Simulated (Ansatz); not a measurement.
# GeSb$_{4}$Te$_{4}$: strain energy, fitted

GeSb$_{4}$Te$_{4}$, P-3m1, a = 4.330 Å, c = 17.649 Å. The structure is a Materials Project entry; whether it is the stable form wasn't checked. Ansatz: PBE, PAW, 420 eV, Γ-centred 12×12×2 mesh on 9 atoms, Gaussian smearing 0.01 eV; no spin polarisation. Series: uniaxial strain along c, with a, b and atoms relaxed; x is the strain in per cent. y is the free energy over the unstrained cell, V0 = 31.840 Å³/atom.

| x (%) | y (meV/atom) |
| --- | --- |
| -4.0 | 4.52 |
| -2.0 | ? |
| 0.0 | 0.00 |
| 2.0 | 0.77 |
| 4.0 | 2.56 |

Fit y = c2 x² + c3 x³ to the other rows, turn c2 into a modulus, and predict the missing energy.

Least squares on the rows shown. y = 0.2213 x² − 0.01531 x³. In eV per unit strain² c2 is 2.213; this is Young's modulus along the axis (E = ½ Y V0 ε²): 2 × 2.213 × 160.2 / (31.840) = 22 GPa. At x = -2.0 the fit asked for gives 1.01 meV/atom. The run gave 1.00 meV/atom, so the fit is 0.01 meV/atom too high, a small miss on the scale of the series.

Cost: 5 runs of about 22 core-minutes in all, on Intel Xeon 6975P-C (Granite Rapids) (shared hosts).